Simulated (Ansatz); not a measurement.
A generated cell, not matched to a known phase here, of SrMg₂: I4/mmm (No. 139), tI6; a = b = 3.8505 Å, c = 12.4933 Å, α = β = γ = 90.00°; Sr 2a (0.000, 0.000, 0.000); Mg 4e (0.000, 0.000, 0.310). The numbers are results of PBEsol (plane waves to 420 eV, PAW, scalar-relativistic; Ansatz, a program for electronic structure), not measurements. Element references, the lowest calculated here: Sr (Fm-3m), Mg (P6₃/mmc).

What is the computed formation energy of this I4/mmm form of SrMg2 from the elements (PBEsol)?

-0.02 eV/atom.

A lower structure of this composition may exist.

Static energies, no anion corrections, no zero-point energy. Values are rounded to 0.01 eV/atom. Not shown to be the ambient phase of their composition (a lower form may be missing, and a cell relaxed within its start's symmetry can be a saddle point): SrMg2 (I4/mmm). The compounds carry no spin polarisation.
